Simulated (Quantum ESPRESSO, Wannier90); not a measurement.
PbIF (P4/nmm): Wannier90 run

Cell from Materials Project (mp-22969), symmetrised, no further relaxation. COD (Crystallography Open Database) has an entry of this formula and space group (matched by these alone). Computed values, not measurements, from PBEsol: Quantum ESPRESSO (norm-conserving PseudoDojo potentials, cutoff 68 Ry, no spin polarisation, no spin-orbit coupling) on a Γ-centred 4×4×4 mesh, then Wannier90. Density: 8×8×4 mesh, cold smearing 0.01 Ry. Spin-orbit coupling is left out although heavy elements are present.

```
begin unit_cell_cart
ang
    4.2358500000    0.0000000000    0.0000000000
    0.0000000000    4.2358500000    0.0000000000
    0.0000000000    0.0000000000    9.4597000000
end unit_cell_cart
mp_grid = 4 4 4
```

Problem. Which shells of neighbouring k-points and which b-vectors and weights does Wannier90 pick for this cell and mesh?

Solution. 
```
 *---------------------------------- K-MESH ----------------------------------*
 +----------------------------------------------------------------------------+
 |                    Distance to Nearest-Neighbour Shells                    |
 |                    ------------------------------------                    |
 |          Shell             Distance (Ang^-1)          Multiplicity         |
 |          -----             -----------------          ------------         |
 |             1                   0.166051                      2            |
 |             2                   0.332103                      2            |
 |             3                   0.370834                      4            |
 |             4                   0.406314                      8            |
 |             5                   0.497805                      8            |
 |             6                   0.498154                      2            |
 |             7                   0.524438                      4            |
 |             8                   0.550099                      8            |
       ... (lines left out)
 +----------------------------------------------------------------------------+
 | The b-vectors are chosen automatically                                     |
 | The following shells are used:                       1,  3                 |
 +----------------------------------------------------------------------------+
 |                        Shell   # Nearest-Neighbours                        |
 |                        -----   --------------------                        |
 |                          1               2                                 |
 |                          2               4                                 |
 +----------------------------------------------------------------------------+
 | Completeness relation is fully satisfied [Eq. (B1), PRB 56, 12847 (1997)]  |
 +----------------------------------------------------------------------------+
 |                  b_k Vectors (Ang^-1) and Weights (Ang^2)                  |
 |                  ----------------------------------------                  |
 |            No.         b_k(x)      b_k(y)      b_k(z)        w_b           |
 |            ---        --------------------------------     --------        |
 |             1         0.000000    0.000000    0.166051    18.133639        |
 |             2         0.000000    0.000000   -0.166051    18.133639        |
 |             3         0.000000    0.370834    0.000000     3.635896        |
 |             4         0.370834    0.000000    0.000000     3.635896        |
 |             5         0.000000   -0.370834    0.000000     3.635896        |
 |             6        -0.370834    0.000000    0.000000     3.635896        |
```
